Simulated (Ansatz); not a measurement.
LiH (rock salt)

```
LiH
1.0
    0.00000     2.00272     2.00272
    2.00272     0.00000     2.00272
    2.00272     2.00272     0.00000
Li H
1 1
Direct
  0.00000   0.00000   0.00000
  0.50000   0.50000   0.50000
```

The slice is a {111} plane (indices of the conventional cell) through the point (0.000, 0.000, 0.000) (fractional), spanned by u = [100] and v = [-1 2 0] in vectors of this cell: u (2.83 Å) and v (4.91 Å, at 90° to u). It covers one period; positions are fractions (u, v).

Method: r2SCAN (plane waves to 500 eV, PAW, scalar-relativistic; Ansatz, a quantum-chemistry and plane-wave program). k mesh 14×14×14. Inside the PAW spheres the values are not all-electron values, and peaks at nuclei hang on which shells count as valence. LiH was relaxed with its symmetry unable to fall.

### Question
Sketch the valence electron density on this plane as a map.

### Answer
```
|998844000000000000004488|
|554411000000000000001144|
|000000000000000000000000|
|000000000000000000000000|
|000000000000000000000000|
|000000000000000000000000|
|000000000000000000000000|
|000000001144554411000000|
|000000004488998844000000|
|000000116699999966110000|
|000000004488998844000000|
|000000001144554411000000|
|000000000000000000000000|
|000000000000000000000000|
|000000000000000000000000|
|000000000000000000000000|
|000000000000000000000000|
|554411000000000000001144|
|998844000000000000004488|
|999966110000000000116699|
```
Scale: ten equal steps from -1.20 (start of '0') to 0.98 (end of '9'), in the order '0123456789'. Values: log₁₀ of the valence density in e/Å³. The map has 12 points along u (two characters each, u = 0 at the left) and 20 along v (v = 0 in the bottom row). The scale is logarithmic, as a density can span decades between atoms and voids.
